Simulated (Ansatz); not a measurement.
## MnO2

The computed numbers are results of PBE with spin–orbit coupling (two-component spinors) in the plane-wave PAW code Ansatz at 420 eV, 6×6×10 k-mesh, Gaussian smearing of 0.05 eV; PAW files: Ansatz's generated set soft_2.

```
CELL_PARAMETERS angstrom
4.45017 0.00000 0.00000
0.00000 4.45017 0.00000
0.00000 0.00000 2.87657
ATOMIC_POSITIONS crystal
Mn 0.00000 0.00000 0.00000
Mn 0.50000 0.50000 0.50000
O 0.30553 0.30553 0.00000
O 0.19447 0.80553 0.50000
O 0.69447 0.69447 0.00000
O 0.80553 0.19447 0.50000
```

The chain of runs began from a cell as deposited in COD, expanded in volume.

Magnetic state: ferromagnetic, site spin moments Mn 2.58; O 0.55 μB, along [001] (Cartesian), which lowers the symmetry.

The cell has space group P4_2/mnm (read at 0.01 Å). In it the stress is 0.02, 0.02, 0.10, 0.00, 0.00, 0.00 GPa, so the shape isn't fully relaxed, and the largest force component 0.008 eV/Å. Each change below starts from this cell, without further relaxation. Stress is in GPa, positive in compression, in the order xx, yy, zz, yz, xz, xy; energies are counted from the cell above and are free energies with the smearing's entropy, which match forces and stress in a metal.

**Question.** What happens when atom 1 (Mn) is moved by 0.02 Å along x?

**Answer.** The energy changes by 4.0 meV per cell, and the force on it along the shift is -0.395 eV/Å (−F/u = 19.77 eV/Å²). Stress: 0.03, 0.06, 0.14, 0.00, 0.00, 0.02.
| atom | Fx (eV/Å) | Fy | Fz |
| --- | --- | --- | --- |
| Mn1 | -0.395 | 0.139 | 0.000 |
| Mn2 | 0.226 | 0.000 | 0.000 |
| O3 | -0.007 | 0.005 | 0.000 |
| O4 | 0.094 | -0.091 | 0.000 |
| O5 | 0.005 | 0.017 | 0.000 |
| O6 | 0.077 | -0.070 | 0.000 |

**Question.** A single strain component, atoms carried along, gave the stress -6.00, -3.25, -3.05, 0.00, 0.00, 0.00. Which component, and about how large?

**Answer.** An engineering strain of 2 % in xx; the energy changes by 21.6 meV per cell.

Site moments are of spin, integrated over Gaussian weights of 0.5 Å, which gives about a tenth less on f atoms than spheres do. Compounds of this kind are often insulators, Mott or charge-transfer ones with an open 3d shell, so the metal found may come from the functional, which lacks a U or exact exchange, or from the structure. No antiparallel order was tried.
